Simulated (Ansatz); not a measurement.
Time and memory for MgCo₃BiO₈

```yaml
crystal:
  lattice:
    - [5.7733144322, 0.0, 0.0]
    - [2.8489524755, 5.0292486495, 0.0]
    - [2.8832457711, 1.6480244818, 5.6123722588]
  atoms:
    - { symbol: Mg, position: [0.0, 0.0, 0.0] }
    - { symbol: Co, position: [0.0, 0.5, 0.0], spin: 4.0 }
    - { symbol: Co, position: [0.5, 0.0, 0.0], spin: 4.0 }
    - { symbol: Co, position: [0.5, 0.5, 0.0], spin: 4.0 }
    - { symbol: Bi, position: [0.5, 0.5, 0.5] }
    - { symbol: O, position: [0.242828, 0.70763, 0.816958] }
    - { symbol: O, position: [0.707415, 0.236135, 0.817881] }
    - { symbol: O, position: [0.720754, 0.721136, 0.83059] }
    - { symbol: O, position: [0.242557, 0.232377, 0.819996] }
    - { symbol: O, position: [0.757443, 0.767623, 0.180004] }
    - { symbol: O, position: [0.279246, 0.278864, 0.16941] }
    - { symbol: O, position: [0.292585, 0.763865, 0.182119] }
    - { symbol: O, position: [0.757172, 0.29237, 0.183042] }
magnetization:
  spin_polarized: true
kpoints:
  mp_grid: { grid: [7, 7, 6] }
scf:
  occupations: { method: fermi_dirac, width: 0.05 }
hamiltonian:
  xc: pbe
  pseudopotentials: { kind: paw }
output:
  forces: true
  stress: true
  populations: true
  efg:
    quadrupole_moments_barn: { Mg: 0.1994, Co: 0.42, Bi: -0.516, O: -0.02558 }
    contact_densities: true
  write_density: true
  write_potential: true
  elf: true
  volumetric_format: npy
```

```sh
ansatz run input.yaml --threads 1 --pin off --max-ram 3072MiB --backend cpu --events-out ev --progress --plain --runs-dir out
```

It runs on 1 thread of Arm Neoverse V1 (aarch64; 8 cores open to the job, memory cap 3.0 GiB, no GPU), a shared host with a load of 0.7 a core.

Task: Estimate the wall time and the peak memory.

Result: About 13 min of wall time (13 min of CPU time) and 2.3 GiB. The run holds 124 valence electrons in 82 bands, about 3189 plane waves a k-point and 148 irreducible k-points, and took 24 SCF iterations. Times on a shared host vary by tens of per cent.
